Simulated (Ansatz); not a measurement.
PtC (zinc blende, F-43m) at seven volumes, the program Ansatz at the r²SCAN level (PAW), scaled uniformly. One row is withheld.

```tsv
V (Å³/atom)	P (GPa)
11.780	27.41
12.169	16.69
12.557	?
12.946	0.00
13.334	-6.43
13.722	-11.84
14.111	-16.39
```

Question: Fit the shown pressures and predict the withheld one.

Answer: Third-order Birch–Murnaghan: P = (3/2)B₀(x^(7/2) − x^(5/2))[1 + (3/4)(B′ − 4)(x − 1)] with x = (V₀/V)^(2/3). Least squares on the six rows gives V₀ = 12.946 Å³/atom, B₀ = 232.8 GPa, B′ = 4.68. At V = 12.557, x = 1.0205 and P = 7.63 GPa. The run itself gave 7.64 GPa.

The start of the workflow was typed in or built on a structure type; neither database checked (COD, Materials Project) lists it. Its standing as an ambient phase is unchecked. Symmetry was held in the r²SCAN relaxation; its stability against distortions is not shown here. No spin polarisation was allowed. Its formation energy is positive at this level, so the cell may be metastable or incomplete. Scalar-relativistic: spin–orbit coupling is off unless named, which matters more the heavier the elements.

Potentials: the earlier of the program's two PAW sets.
